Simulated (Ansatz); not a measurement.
# Structure relaxation, LiNbO3

The start is a randomly generated symmetric cell of LiNbO3 (space group No. 123). The cell and all atomic positions are relaxed at zero pressure with r2SCAN (plane waves to 500 eV, PAW, scalar-relativistic; Ansatz, a program for electronic structure). First-step values are on the input's coarse k-mesh.

Ansatz input (later rounds restart from its end on a renewed k-mesh):
Ansatz 0.2 input:
```yaml
crystal:
  lattice:
    - [3.25841, 0, 0]
    - [0, 3.25841, 0]
    - [0, 0, 5.953456]
  atoms:
    - { symbol: Li, position: [0, 0, 0.5] }
    - { symbol: Nb, position: [0, 0, 0] }
    - { symbol: O, position: [0, 0, 0.72290673] }
    - { symbol: O, position: [0, 0, 0.27709327] }
    - { symbol: O, position: [0.5, 0.5, 0] }
basis: { ecutwfc: 500, ecutrho_ratio: 4, xc_grid: 4, fft_grid_basis: typed }
kpoints: { mp_grid: { grid: [7, 7, 4] } }
hamiltonian:
  xc: r2scan
  dispersion: none
  pseudopotentials: { kind: paw }
scf: { occupations: { method: fermi_dirac, width: 0.05 } }
relax: { f_tol: 0.01, max_steps: 100, cell: { stress_tol: 0.02 } }
output: { forces: true, stress: true }
```

### Question
How does the volume per atom move from start to end?

### Answer
+7.3 %, from 12.64 to 13.56 Å³/atom.

### Question
How do the shortest distances between atoms change?

### Answer
The closest pairs of elements (up to four, under 3.6 Å), start → end: Li–O 1.33 → 1.76 Å; Nb–O 1.65 → 1.85 Å; O–O 2.65 → 2.85 Å; Li–Nb 2.98 → 3.61 Å.

### Question
Is the relaxed structure metallic? Give its gap.

### Answer
No gap (metallic).

### Question
The last rounds were run with spin polarisation. What moments result?

### Answer
Net 0.06 μB/atom, ferromagnetic.

### Question
What does it relax into? Give the structure.

### Answer

Space group P4/mmm (No. 123); a = 3.0645 Å, b = 3.0645 Å, c = 7.2188 Å, α = 90.00°, β = 90.00°, γ = 90.00°

```
atom  site  symmetry       x       y       z
----  ----  --------  ------  ------  ------
Li      1b     4/mmm  0.0000  0.0000  0.5000
Nb      1a     4/mmm  0.0000  0.0000  0.0000
O       2g       4mm  0.0000  0.0000  0.2561
O       1c     4/mmm  0.5000  0.5000  0.0000
```

The space group stays P4/mmm (No. 123) (the run could not lower it), with 5 atoms in the primitive magnetic cell. Final values are on a 15×15×7 k-mesh of the relaxed cell. The first round had no spin; a later round switched it on. The start holds a very short contact (O–Li 1.33 Å). Spin state reached: ferromagnetic (net 0.06 μB/atom); other spin orders were not run from this start. No Hubbard U is applied.

The run could not lose the symmetry of its start: the end is stationary, and may be a saddle point rather than a minimum.

The relaxed structure here is a generated cell of LiNbO3: the first start was made by a random draw of sites in a space group, and the end was not matched to a known phase here, so it may be hypothetical. Known forms of LiNbO3 include space group No. 161.
